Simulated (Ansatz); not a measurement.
CrB$_{4}$:
Space group Immm (No. 71); a = 2.829 Å, b = 4.709 Å, c = 5.463 Å, α = 90.00°, β = 90.00°, γ = 90.00°

| atom | site | symmetry | x | y | z |
|---|---|---|---|---|---|
| Cr | 2a | mmm | 0.0000 | 0.0000 | 0.0000 |
| B | 8l | m.. | 0.0000 | 0.1958 | 0.3423 |
(The calculation used a cell of 5 atoms; values per cell refer to that cell.)

Relaxed at zero pressure with PBEsol (plane waves, PAW; program Ansatz).

Q: The volume is lowered by 6 % and shape and atoms relax at that volume. What pressure results, and how do the axes share the change?

A: 19.7 GPa; a -2.6 %, b -2.1 %, c -1.4 %; the energy rises by 26 meV/atom.

Q: Give the new structure.

A: 
Space group Immm (No. 71); a = 2.754 Å, b = 4.611 Å, c = 5.386 Å, α = 90.00°, β = 90.00°, γ = 90.00°

| atom | site | symmetry | x | y | z |
|---|---|---|---|---|---|
| Cr | 2a | mmm | 0.0000 | 0.0000 | 0.0000 |
| B | 8l | m.. | 0.0000 | 0.1950 | 0.3430 |

The phase is kept; no other phase was compared at this pressure.

The first step of the workflow began from a Materials Project structure, measured or hypothetical; the Crystallography Open Database files this formula in space group No. 71, but the cells were not matched. Whether it is the stable phase at ambient conditions was not checked. Symmetry was held in the PBEsol relaxation; its stability against distortions is not shown here. No spin polarisation was allowed.

Potentials: the later of the program's two PAW sets.
